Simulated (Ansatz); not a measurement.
ScCl (R-3m): lattice vibrations

```
Sc Cl
1.0
     1.72276    0.99464    9.15608
    -1.72276    0.99464    9.15608
     0.00000   -1.98928    9.15608
Sc Cl
2 2
Direct
  0.21270 0.21270 0.21270
  0.78730 0.78730 0.78730
  0.39552 0.39552 0.39552
  0.60448 0.60448 0.60448
```

The conventional cell has a = 3.446 Å, b = 3.446 Å, c = 27.468 Å, α = 90.00°, β = 90.00°, γ = 120.00°. Sc (atom 1) is surrounded by 3 Cl at 2.56 Å. Cl (atom 3) has 3 Sc at 2.56 Å as nearest neighbours.

Computed, not measured; unless marked otherwise by PBEsol, all-electron LAPW in Ansatz 0.2.0, scalar-relativistic. k mesh 10×10×10, Fermi-Dirac smearing of 0.080 eV, basis error target 0.5 meV/atom. The cell was relaxed by PAW under this functional.

Atoms are displaced by 0.01 Å in the primitive cell, which gives the zone-centre modes alone. Negative values stand for unstable modes.

Is the structure dynamically stable at these wave vectors?

Yes, no mode is unstable there; wave vectors off this mesh aren't tested.

How do the optical zone-centre modes decompose, and which are active?

Point group -3m: Γ_opt = 2Eg + 2A1g + Eu + A2u.

| label | cm⁻¹ | activity | mostly |
| --- | --- | --- | --- |
| Eg | 72.9 | Raman | Cl (58 %) |
| A1g | 151.5 | Raman | Cl (70 %) |
| Eu | 191.7 | IR | Cl (56 %) |
| Eg | 203.3 | Raman | Sc (58 %) |
| A2u | 294.1 | IR | Cl (56 %) |
| A1g | 335.9 | Raman | Sc (70 %) |

In a metal the activity is that of symmetry alone; free carriers screen the infrared modes.

How well do frozen-core PAW files reproduce these all-electron values?

With a cutoff of 420 eV and displacements of 0.0025 Å, the r.m.s. difference over the modes is 0.1 cm⁻¹; the largest difference is 203.2 (PAW) against 203.3 cm⁻¹ (LAPW).

Known limits: responses of metals move with mesh and smearing; no dispersion correction, so the spacing and stiffness between layers or molecules are poor; zone-boundary modes aren't tested; the frozen-core PAW files of the compared runs were fitted under PBE, their cores solved anew for this functional.
